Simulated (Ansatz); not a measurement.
# Structure relaxation, TiSi2

The start is a relaxed TiSi2 cell deformed by the Cartesian strain tensor (xx, yy, zz, yz, xz, xy) = (-0.029, 0.061, 0.150, 0.077, -0.067, -0.086). A full variable-cell relaxation at zero pressure is run with PBEsol (plane waves to 420 eV, PAW, scalar-relativistic; Ansatz, a quantum-chemistry and plane-wave program). The first steps use a coarse 7×7×6 k-mesh.

Initial structure:
```
CELL_PARAMETERS angstrom
      2.28043    -7.23224    -0.63410
      1.13251     6.92996     0.40036
     -0.23655     0.27568     4.09069
ATOMIC_POSITIONS crystal
  Si 0.93996 0.06004 0.75000
  Si 0.06004 0.93996 0.25000
  Si 0.25043 0.74957 0.75000
  Si 0.74957 0.25043 0.25000
  Ti 0.60248 0.39752 0.75000
  Ti 0.39752 0.60248 0.25000
```

What pressure does the first self-consistent step give?

-9 GPa (negative: the cell is under tension).

Which atoms feel the largest initial force, and how large is it?

About 0.6 eV/Å, on Si3, Si4 (atoms numbered as listed).

By how much does the energy per atom fall from start to end?

0.42 eV/atom.

How does the volume change?

-14.3 %, from 16.22 to 13.91 Å³/atom.

How do the shortest distances between atoms change?

The closest pairs of elements (up to four, under 3.6 Å), start → end: Si–Si 2.48 → 2.39 Å; Si–Ti 2.48 → 2.56 Å; Ti–Ti 3.32 → 3.26 Å.

What band gap does the relaxed structure have at this level?

No gap (metallic).

Relaxed structure:

```cif
data_Si8Ti4
_chemical_formula_sum 'Si8 Ti4'
_space_group_name_H-M_alt 'Cmcm'
_space_group_IT_number 63
_space_group_name_Hall '-C 2c 2'
_cell_length_a 3.51486
_cell_length_b 13.34790
_cell_length_c 3.55713
_cell_angle_alpha 90.000
_cell_angle_beta 90.000
_cell_angle_gamma 90.000
loop_
_atom_site_label
_atom_site_type_symbol
_atom_site_symmetry_multiplicity
_atom_site_Wyckoff_symbol
_atom_site_fract_x
_atom_site_fract_y
_atom_site_fract_z
_atom_site_occupancy
Si1 Si 4 c 0.00000 0.06004 0.25000 1
Si2 Si 4 c 0.00000 0.25043 0.75000 1
Ti1 Ti 4 c 0.00000 0.39752 0.25000 1
```
(The calculation used a cell of 6 atoms; values per cell refer to that cell.)

Final values are on a 14×14×13 k-mesh of the relaxed cell. No spin polarisation in the result.

The run could not lose the symmetry of its start.
